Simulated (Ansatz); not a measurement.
Relaxed SiC (wurtzite):

```
CELL_PARAMETERS angstrom
      3.07590     0.00000     0.00000
     -1.53795     2.66381     0.00000
      0.00000     0.00000     5.04769
ATOMIC_POSITIONS crystal
  Si 0.66667 0.33333 0.00051
  Si 0.33333 0.66667 0.50051
  C  0.66667 0.33333 0.62469
  C  0.33333 0.66667 0.12469
```

These are PBEsol (plane waves to 420 eV, PAW, scalar-relativistic; Ansatz, a quantum-chemistry and plane-wave program) values and carry that method's errors. k mesh 10×10×5 (Γ-centred), Fermi-Dirac smearing 0.05 eV. SiC was relaxed with its symmetry unable to fall.

One atom of the cell was then moved (with its periodic images), all else fixed, and the forces (eV/Å) came out as:

```tsv
atom	Fx	Fy	Fz
Si1	0.000	0.000	-1.756
Si2	0.000	0.000	6.951
C3	0.000	0.000	-1.874
C4	0.000	0.000	-3.321
```

**Question.** Which atom was moved, and by which vector (Å)?

**Answer.** Si2, by (0.00, 0.00, -0.19), 0.19 Å in all.

(For displaced atoms, the force is minus the slope of the energy, and its curvature is a force constant, which sets phonon frequencies.)
